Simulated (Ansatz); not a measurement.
Level of theory: DFT PBE, scalar-relativistic, plane waves, PAW in Ansatz 0.2.0. Settings: cutoff 420 eV, Γ-centred meshes spaced at most about 0.3 Å⁻¹, and about 0.25 Å⁻¹ or finer for metals (2π included), Gaussian smearing. No spin polarisation in the final relaxations.

These are static total energies at zero pressure. All come from trial cells, and lower structures may exist.

Problem. Order these relaxed structures of ScIn₃SbP by energy, lowest first, with the energy over the lowest of them.
A.

```xyz
6
Lattice="3.9519 0.0000 0.0000 0.0000 3.9519 0.0000 0.0000 0.0000 11.4489" Properties=species:S:1:pos:R:3 pbc="T T T"
Sc    1.9759    1.9759    5.7245
In    0.0000    0.0000    2.7047
In    0.0000    0.0000    8.7442
In    1.9759    1.9759    0.0000
Sb    0.0000    0.0000    5.7245
P     0.0000    0.0000    0.0000
```

B.

```xyz
6
Lattice="5.7197 0.0000 0.0000 -2.8599 4.9534 0.0000 0.0000 0.0000 5.5078" Properties=species:S:1:pos:R:3 pbc="T T T"
Sc    0.0000    0.0000    0.0000
In    0.0000    4.9340    2.7539
In   -1.4131    2.4865    2.7539
In    1.4131    2.4865    2.7539
Sb    2.8599    1.6511    0.0000
P     0.0000    3.3023    0.0000
```

C.

```xyz
6
Lattice="3.9905 0.0000 0.0000 0.0000 3.9905 0.0000 0.0000 0.0000 11.6394" Properties=species:S:1:pos:R:3 pbc="T T T"
Sc    0.0000    0.0000    5.8197
In    0.0000    0.0000    8.7161
In    0.0000    0.0000    2.9233
In    1.9953    1.9953    5.8197
Sb    0.0000    0.0000    0.0000
P     1.9953    1.9953    0.0000
```

D.

```xyz
6
Lattice="5.4874 0.0000 0.0000 0.0000 5.4874 0.0000 0.0000 0.0000 5.7924" Properties=species:S:1:pos:R:3 pbc="T T T"
Sc    2.7437    2.7437    0.0000
In    0.0000    2.7437    2.8962
In    2.7437    0.0000    2.8962
In    2.7437    2.7437    2.8962
Sb    0.0000    0.0000    0.0000
P     0.0000    0.0000    2.8962
```

Solution. A (0 meV/atom), B (181 meV/atom), C (263 meV/atom), D (320 meV/atom). Forms: A P4/mmm; B P-6m2; C P4/mmm; D P4/mmm. Even the lowest lies +0.03 eV/atom against the elements.

Spin–orbit coupling, which can matter for Sb, is left out. Cells relaxed within their symmetry can be saddle points. Some structure types and database cells were kept out of the candidates from the start, so a known form may be missing.
